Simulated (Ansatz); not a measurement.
CdSe (zinc blende, F-43m), DFT-PBEsol in the program Ansatz with PAW potentials. The conduction-band minimum lies at Γ, with 1 equivalent valley. Second derivatives d²E/dk² of the lowest band at one valley (eV·Å²), along Cartesian directions:

| direction | d²E/dk² |
|---|---|
| [100] | 158.0 |
| [010] | 158.0 |
| [001] | 158.0 |
| [110] | 157.9 |
| [101] | 157.9 |
| [011] | 157.9 |

Find the principal effective masses, the density-of-states mass and the conductivity mass.

Off-diagonal terms follow from H_xy = H[110] − (H_xx + H_yy)/2, and m*/mₑ = 7.620 eV·Å² over each eigenvalue: 0.048, 0.048, 0.048. One valley's DOS mass (m₁m₂m₃)^(1/3) = 0.048, conductivity mass 3/(Σ 1/mᵢ) = 0.048 mₑ.

What effective density of states Nc follows at 300 K for parabolic valleys?

Nc = 2.509e19 × 1 × (0.048)^(3/2) ≈ 2.6e17 cm⁻³.

Symmetry was held in the PBEsol relaxation. Scalar-relativistic: spin–orbit coupling is off unless named, which matters more the heavier the elements.

Potentials: the later of the program's two PAW sets.

Edges and masses are those of Kohn–Sham bands, whose gap is no quasiparticle gap.
